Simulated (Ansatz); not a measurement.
The elements of this relaxed trial crystal are hidden behind letters.

```
lattice vectors (Å)
   1.6245    0.9379    8.2342
  -1.6245    0.9379    8.2342
   0.0000   -1.8759    8.2342
fractional positions
X 0.0671 0.0671 0.0671
X 0.9329 0.9329 0.9329
Z 0.6682 0.6682 0.6682
Z 0.3318 0.3318 0.3318
Q 0.5000 0.5000 0.5000
```

These are results of DFT PBE, scalar-relativistic, plane waves, PAW (Ansatz), not measurements. Plane waves to 420 eV, a 12×12×12 mesh through Γ for the 5-atom cell and 0.10 eV Gaussian smearing; no spin polarisation.

```
Space group                                 : R-3m (No. 166)
Conventional cell                           : a = 3.249 Å, c = 24.703 Å
Volume per atom                             : 15.06 Å³
Density                                     : 5.15 g/cm³
Energy over the elements                    : −0.73 eV/atom
Gap on the 12×12×12 mesh of the 5-atom cell : 0 eV (a metal)
```

Energies are uncorrected and count from the elements' standard states at the same level.

**Question.** X is a d-block element of period 4, Z is a p-block element of period 2 and Q is a p-block element of period 5. Which elements are they?

**Answer.** X = Sc, Z = B, Q = Sb, so the formula is Sc2B2Sb. Density times volume gives a mean mass of 5.15 × 15.06/1.6605 = 46.7 u per atom, and this set has 46.7 u. Around Sc lie 6 B at 2.48–2.53 Å and 3 Sb at 3.09 Å; around B lie 3 B at 1.88 Å and 6 Sc at 2.48–2.53 Å; Sb is surrounded by 6 Sc at 3.09 Å and 6 Sb at 3.25 Å. Other sets within the hints have nearly the same mass, so mass alone doesn't settle it; this one was computed.

These runs have no spin–orbit coupling, which can matter for Sb. A structure relaxed within its symmetry needn't be a true minimum.
